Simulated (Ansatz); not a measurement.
Level of theory: DFT PBE, scalar-relativistic, plane waves, PAW in Ansatz 0.2.0. All cells share a 420 eV cutoff and Γ-centred k meshes spaced at most about 0.3 Å⁻¹ (about 0.25 or finer for metals, 2π included). No spin polarisation in the final relaxations.

All energies are static (0 K, no zero-point motion).

Two relaxed structures of Si4Te:

A.

```yaml
crystal:
  lattice:
    - [4.81402, 0.00000, 0.00000]
    - [-2.40701, 4.16907, 0.00000]
    - [0.00000, 0.00000, 4.95867]
  atoms:
    - { symbol: Si, position: [0.33333, 0.66667, 0.50000] }
    - { symbol: Si, position: [0.66667, 0.33333, 0.50000] }
    - { symbol: Si, position: [0.33333, 0.66667, 0.00000] }
    - { symbol: Si, position: [0.66667, 0.33333, 0.00000] }
    - { symbol: Te, position: [0.00000, 0.00000, 0.50000] }
```

B.

```yaml
crystal:
  lattice:
    - [0.00000, 3.29029, 4.58474]
    - [3.07288, 0.00000, 4.58474]
    - [3.07288, 3.29029, 0.00000]
  atoms:
    - { symbol: Si, position: [0.75000, 0.75000, 0.75000] }
    - { symbol: Si, position: [0.36971, 0.36971, 0.63029] }
    - { symbol: Si, position: [0.63029, 0.63029, 0.36971] }
    - { symbol: Si, position: [0.25000, 0.25000, 0.25000] }
    - { symbol: Te, position: [0.00000, 0.00000, 0.00000] }
```

Question: Which is lower in energy, and by how much?

Answer: B is lower, by 234 meV/atom. A has space group P6/mmm (No. 191), 19.9 Å³/atom and no gap on its mesh; B has space group Fmmm (No. 69), 18.5 Å³/atom and no gap. Counting Si atoms around Te (those within 1.25 times the shortest such distance or 1.15 times the sum of covalent radii; the shortest distance is added where it is long for a bond), A has Te 6 and B has Te 18 from 3.2 Å. A holds Si–Si chains (shortest 2.48 Å); B holds Si–Si bonds in all directions (shortest 2.39 Å). The denser one is the lower, and pressure would at first widen the difference. Even the lower one lies +0.32 eV/atom against the reference forms of the elements (uncorrected), so neither is stable at this level. In A, Si on its first site is surrounded by 2 Si at 2.48 Å, 3 Si at 2.78 Å and 3 Te at 2.78 Å; around Si on its second site lie 2 Si at 2.48 Å and 3 Si at 2.78 Å; Te has 6 Si at 2.78 Å. In B, around Si on a site of symmetry 222 lie 4 Si at 2.50 Å, 2 Si at 3.07 Å, 4 Te at 3.21 Å and 2 Si at 3.29 Å; Si on a site of symmetry mm2 has 5 Si at 2.39–2.50 Å and 5 Te at 3.30–3.50 Å; around Te lie 18 Si at 3.21–3.50 Å. Both come from invented guesses.

These runs have no spin–orbit coupling, which can matter for Te. Cells relaxed within their symmetry can be saddle points. The Fmmm cell of Si4Te came from shaking the P6/mmm one.
